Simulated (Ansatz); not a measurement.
Molecular dynamics on a 1×1×1 supercell (4 atoms) of MgCdSe2 (ordering on rocksalt), relaxed with r2SCAN. Forces come from PBE in Ansatz 0.2.0: a Langevin thermostat at fixed volume, 300 K, steps of 3 fs. Spin polarisation is off, nuclei are classical, and the run is far too short for thermal averages. The structure comes from a prototype and may be hypothetical.

```yaml
crystal:
  lattice:
    - [1.9756470079, 1.1406403318, 6.4511070703]
    - [-1.9756470079, 1.1406403318, 6.4511070703]
    - [0.0, -2.2812806636, 6.4511070703]
  atoms:
    - { symbol: Mg, position: [1.0, 0.0, 0.0] }
    - { symbol: Cd, position: [0.5, 0.5, 0.5] }
    - { symbol: Se, position: [0.2533357354, 0.2533357354, 0.2533357354] }
    - { symbol: Se, position: [0.7466642646, 0.7466642646, 0.7466642646] }
kpoints:
  mp_grid: { grid: [4, 4, 4] }
hamiltonian:
  xc: pbe
scf:
  occupations: { method: fermi_dirac, width: 0.026 }
md:
  ensemble: nvt_langevin
  temperature: 300
  timestep: 3.0
  n_steps: 30
  initial_velocities: maxwell_boltzmann
  seed: 1137
```

Command: `ansatz run input.yaml --threads 4 --pin off --max-ram 3686MiB --backend cpu --events-out ev --progress --plain --runs-dir out`.

Task: What wall time did it need on 4 threads of Arm Neoverse N1, with other jobs on the host, load about 0.7 per core, and how much host memory at the peak?

Result: About 91 s, with a peak of 0.49 GiB.

```csv
step,t (fs),T (K),free energy F from step 0 (meV/atom),kinetic energy (meV/atom),largest force (eV/Å)
0,0,225,0.0,29.1,0.08
1,3,201,0.3,26.0,0.13
2,6,187,0.9,24.2,0.17
3,9,156,1.7,20.2,0.22
4,12,124,2.7,16.0,0.26
5,15,105,3.6,13.6,0.30
6,18,113,4.5,14.7,0.33
7,21,126,5.4,16.3,0.35
8,24,185,6.5,23.9,0.37
9,27,142,7.8,18.3,0.40
10,30,129,9.0,16.7,0.42
11,33,146,10.5,18.8,0.44
12,36,94,12.1,12.1,0.46
13,39,98,13.6,12.7,0.47
14,42,84,14.8,10.8,0.46
15,45,87,15.5,11.2,0.45
16,48,116,16.5,15.0,0.45
17,51,83,17.6,10.8,0.46
18,54,97,18.4,12.6,0.48
19,57,72,19.0,9.3,0.49
20,60,59,19.0,7.6,0.51
21,63,103,18.4,13.3,0.52
22,66,115,17.9,14.8,0.54
23,69,176,17.8,22.7,0.55
24,72,209,17.9,27.0,0.57
25,75,215,18.4,27.8,0.59
26,78,254,18.9,32.8,0.60
27,81,225,19.4,29.1,0.64
28,84,257,20.0,33.3,0.66
29,87,269,20.6,34.7,0.69
30,90,221,21.2,28.6,0.70
```

The temperature starts at 225 K, is lowest at step 20 (59 K, 60 fs) and ends at 221 K. The thermostat hasn't had time to restore it. The atoms start on their lattice sites with kinetic energy alone, so much of it first passes into potential energy. The first value is 3/4 of the setting, since velocities are drawn without the motion of the centre of mass and T is counted over all atoms. By the last step the atoms have moved 0.11 Å in the root mean square, the drift of the whole cell taken out, 0.13 Å at most.

Positions (Å) and forces (eV/Å) at step 30:
```
Mg   2.067   1.083   6.558     0.003   0.038  -0.297
Cd  -0.030  -0.033   9.726     0.300   0.162   0.152
Se   0.004   0.022   4.836    -0.057  -0.098   0.689
Se   0.186  -0.040  14.512    -0.246  -0.102  -0.544
```
